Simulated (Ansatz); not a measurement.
ScB2:
```cif
data_B4Sc2
_chemical_formula_sum 'Sc2 B4'
_space_group_name_H-M_alt 'I4/mmm'
_space_group_IT_number 139
_space_group_name_Hall '-I 4 2'
_cell_length_a 2.65933
_cell_length_b 2.65933
_cell_length_c 8.55522
_cell_angle_alpha 90.000
_cell_angle_beta 90.000
_cell_angle_gamma 90.000
loop_
_atom_site_label
_atom_site_type_symbol
_atom_site_symmetry_multiplicity
_atom_site_Wyckoff_symbol
_atom_site_fract_x
_atom_site_fract_y
_atom_site_fract_z
_atom_site_occupancy
Sc1 Sc 2 a 0.00000 0.00000 0.00000 1
B1 B 4 e 0.00000 0.00000 0.28843 1
```
(The calculation used a cell of 3 atoms; values per cell refer to that cell.)

Relaxed with PBEsol.

Q: Decompose the optical modes at the zone centre into irreducible representations, and say which are infrared and Raman allowed.

A: Point group 4/mmm: Γ_opt = A1g + A2u + Eg + Eu. Infrared: A2u, Eu. Raman: A1g, Eg.

Q: Assign frequencies (DFPT, PBEsol (plane waves, PAW; program Ansatz)).

A: Eg 236i, Eu 134, A2u 474, A1g 565 cm⁻¹.

A made-up cell: these elements were put on the sites of a structure type; neither database checked (COD, Materials Project) lists it. COD files the formula under space group No. 191. Its standing as an ambient phase is unchecked. Symmetry was held in the PBEsol relaxation. At this level the phase is dynamically unstable (imaginary phonons). No spin polarisation was allowed. As this level gives no gap, phonon frequencies hold no LO–TO term and depend on the k-mesh and smearing (Fermi–Dirac, 0.1 eV here).

Potentials: the earlier of the program's two PAW sets. The files were generated under PBE; for other functionals the program regenerates the frozen cores, and for LDA and PBEsol the local potential too.
